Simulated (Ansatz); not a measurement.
Computed with Ansatz, DFT PBE, scalar-relativistic, plane waves, PAW. Settings: cutoff 420 eV, Γ-centred meshes spaced at most about 0.3 Å⁻¹, and about 0.25 Å⁻¹ or finer for metals (2π included), Gaussian smearing. No spin polarisation in the final relaxations.

Temperature and zero-point effects are left out.

Two relaxed structures of BPd₄:

1.

```xyz
5
Lattice="-2.6516 2.6516 2.6516 2.6516 -2.6516 2.6516 2.6516 2.6516 -2.6516" Properties=species:S:1:pos:R:3 pbc="T T T"
B     0.0000    0.0000    0.0000
Pd    1.3258    1.3258   -1.3258
Pd    1.3258   -1.3258    1.3258
Pd   -1.3258    1.3258    1.3258
Pd    1.3258    1.3258    1.3258
```

2.

```xyz
5
Lattice="4.2026 0.0000 0.0000 0.0000 4.2026 0.0000 0.0000 0.0000 4.2026" Properties=species:S:1:pos:R:3 pbc="T T T"
B     2.1013    2.1013    2.1013
Pd    0.9845    0.9845    0.9845
Pd    3.2182    3.2182    0.9845
Pd    3.2182    0.9845    3.2182
Pd    0.9845    3.2182    3.2182
```

Problem. Which is lower in energy, and by how much?

Solution. Cell 2 is lower, by 102 meV/atom. Cell 1 has space group Im-3m (No. 229), 14.9 Å³/atom and no gap on its mesh; cell 2 has space group P-43m (No. 215), 14.8 Å³/atom and no gap. Counting Pd atoms around B (those within 1.25 times the shortest such distance or 1.15 times the sum of covalent radii), cell 1 has B 8 and cell 2 has B 4. In cell 1, around B lie 8 Pd at 2.30 Å; Pd is surrounded by 2 B at 2.30 Å and 6 Pd at 2.65 Å. In cell 2, B has 4 Pd at 1.93 Å; around Pd lie 1 B at 1.93 Å, 3 Pd at 2.78 Å and 6 Pd at 2.98 Å. Both come from invented guesses.

Cells relaxed within their symmetry can be saddle points.
